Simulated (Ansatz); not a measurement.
KTaO3:
Space group Pm-3m (No. 221); a = 4.024 Å, b = 4.024 Å, c = 4.024 Å, α = 90.00°, β = 90.00°, γ = 90.00°

```
atom  site  symmetry       x       y       z
----  ----  --------  ------  ------  ------
K       1b      m-3m  0.5000  0.5000  0.5000
Ta      1a      m-3m  0.0000  0.0000  0.0000
O       3d    4/mm.m  0.0000  0.0000  0.5000
```

Relaxed with PBE.

Problem. Decompose the optical modes at the zone centre into irreducible representations, and say which are infrared and Raman allowed.

Solution. Point group m-3m: Γ_opt = 3T1u + T2u. Infrared: T1u. Raman: none.

Problem. Assign frequencies (DFPT, PBE (plane waves, PAW; program Ansatz); without the LO–TO term).

Solution. T1u 83i, T1u 178, T2u 264, T1u 503 cm⁻¹.

The cell was relaxed with PBE under the symmetry of its start. At this level the phase is dynamically unstable (imaginary phonons). The run is not spin-polarised. Scalar-relativistic: spin–orbit coupling is off unless named, which matters more the heavier the elements.

Potentials: the later of the program's two PAW sets.
